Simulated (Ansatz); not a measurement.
Starting cell, WC (WC type, space group P-6m2):

```yaml
crystal:
  lattice:
    - [2.92196, 0.00000, 0.00000]
    - [-1.46098, 2.53050, 0.00000]
    - [0.00000, 0.00000, 2.84728]
  atoms:
    - { symbol: W, position: [0.00000, 0.00000, 0.00000] }
    - { symbol: C, position: [0.66667, 0.33333, 0.50000] }
```

Two-dimensional scan of atom 2 (C, nearest neighbour W at 2.207 Å; its periodic images, 2.8 Å or more away, move with it): u runs along (1.000, 0.000, 0.000), v along (0.000, 1.000, 0.000) (Cartesian). Cell and other atoms are fixed.

All values below come from PBE (plane waves to 420 eV, PAW, scalar-relativistic; Ansatz, a first-principles code). k mesh 15×15×13 (Γ-centred), Fermi-Dirac smearing 0.05 eV. Points where atoms come too close for the PAW data are left out (x in tables, blank in figures). With partly filled bands, energies and forces of such displacements shift with the k mesh and the smearing. Fu and Fv are the components of the force on the atom. Spin-orbit coupling is left out, though W is heavy. The PAW data are Ansatz's earlier set. WC is run without spin polarisation. WC was relaxed with its symmetry unable to fall. 

Task: Predict the Fu (eV/Å) at all points of the grid u = -0.550, -0.367, -0.183, 0.000, 0.183, 0.367, 0.550 by v = -0.550, -0.367, -0.183, 0.000, 0.183, 0.367, 0.550.

Result: Fu (eV/Å), with u across and v down:

```
v \ u   -0.550  -0.367  -0.183  0.000  0.183  0.367  0.550
------  ------  ------  ------  -----  -----  -----  -----
-0.550       x    6.92    3.68   0.00  -3.68  -6.92      x
-0.367       x    6.54    3.63   0.00  -3.63  -6.54      x
-0.183    7.59    5.87    3.28   0.00  -3.28  -5.87  -7.59
0.000     5.86    4.89    2.69   0.00  -2.69  -4.89  -5.86
0.183     4.11    3.48    1.98   0.00  -1.98  -3.48  -4.11
0.367     2.00    1.80    1.08   0.00  -1.08  -1.80  -2.00
0.550    -0.59   -0.21   -0.01   0.00   0.01   0.21   0.59
```

(A displaced cell: forces are minus the slopes of the energy, force constants its curvatures, and phonons follow from these.)
